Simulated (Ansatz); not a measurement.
SiMo2N:
```xyz
8
Lattice="2.9207 0.0000 0.0000 -1.4604 2.5294 0.0000 0.0000 0.0000 13.3444" Properties=species:S:1:pos:R:3 pbc="T T T"
Si     0.0000     1.6863    10.0083
Si     1.4604     0.8431     3.3361
Mo     0.0000     1.6863     1.3500
Mo     1.4604     0.8431     8.0222
Mo     1.4604     0.8431    11.9944
Mo     0.0000     1.6863     5.3222
N      0.0000     0.0000     0.0000
N      0.0000     0.0000     6.6722
```
Starting moments (μB, in the order of the atoms Si Si Mo Mo Mo Mo N N): 0.0 0.0 0.5 0.5 0.5 0.5 0.1 0.1.

Relaxed with r²SCAN.

Problem. Map the electron localisation function on the plane through (0.333, 0.667, 0.750) spanned by u = [0, 0, 1] and v = [1, -1, 0] in lattice vectors, from r²SCAN (plane waves, PAW; program Ansatz).

Solution. x is the fraction of u, y of v (the angle between them is 90°; rows are the nearest grid lines); atoms in the plane: Si at (0.00, 0.00), Si at (0.50, 0.33), Mo at (0.35, 0.00), Mo at (0.85, 0.33), Mo at (0.15, 0.33), Mo at (0.65, 0.00), N at (0.25, 0.67), N at (0.75, 0.67).
```
y \ x   0.000  0.100  0.175  0.275  0.375  0.450  0.550  0.625  0.725  0.825  0.900   1.00
------  -----  -----  -----  -----  -----  -----  -----  -----  -----  -----  -----  -----
1.00    0.648  0.620  0.307  0.292  0.625  0.272  0.272  0.625  0.292  0.307  0.620  0.648
0.920   0.297  0.561  0.261  0.176  0.739  0.317  0.317  0.739  0.176  0.261  0.561  0.297
0.840   0.435  0.467  0.223  0.480  0.495  0.388  0.388  0.495  0.480  0.223  0.467  0.435
0.760   0.295  0.346  0.329  0.798  0.186  0.321  0.321  0.186  0.798  0.329  0.346  0.295
0.680   0.116  0.273  0.487  0.500  0.220  0.214  0.214  0.220  0.500  0.487  0.273  0.116
0.600   0.182  0.264  0.340  0.722  0.240  0.308  0.308  0.240  0.722  0.340  0.264  0.182
0.520   0.374  0.225  0.170  0.733  0.335  0.614  0.614  0.335  0.733  0.170  0.225  0.374
0.480   0.430  0.316  0.402  0.525  0.378  0.713  0.713  0.378  0.525  0.402  0.316  0.430
0.400   0.418  0.631  0.707  0.131  0.441  0.706  0.706  0.441  0.131  0.707  0.631  0.418
0.320   0.382  0.714  0.657  0.087  0.480  0.664  0.664  0.480  0.087  0.657  0.714  0.382
0.240   0.526  0.464  0.734  0.103  0.248  0.720  0.720  0.248  0.103  0.734  0.464  0.526
0.160   0.596  0.164  0.386  0.105  0.359  0.628  0.628  0.359  0.105  0.386  0.164  0.596
0.0800  0.326  0.456  0.216  0.175  0.692  0.351  0.351  0.692  0.175  0.216  0.456  0.326
0.000   0.648  0.620  0.307  0.292  0.625  0.272  0.272  0.625  0.292  0.307  0.620  0.648
```

The density is the valence pseudo-density with augmentation charge, so density and ELF within about 1 Å of a nucleus are not all-electron values.

Space group P6_3/mmc. The start of the workflow was typed in or built on a structure type; neither database checked (COD, Materials Project) lists it. Whether it is the stable phase at ambient conditions was not checked. The cell was relaxed with r²SCAN under the symmetry of its start; its stability against distortions is not shown here. The final state is ferromagnetic, the only order run, not a proven ground state. Other orbital occupations within this spin state were not tried. No Hubbard U is applied.

Potentials: the earlier of the program's two PAW sets.
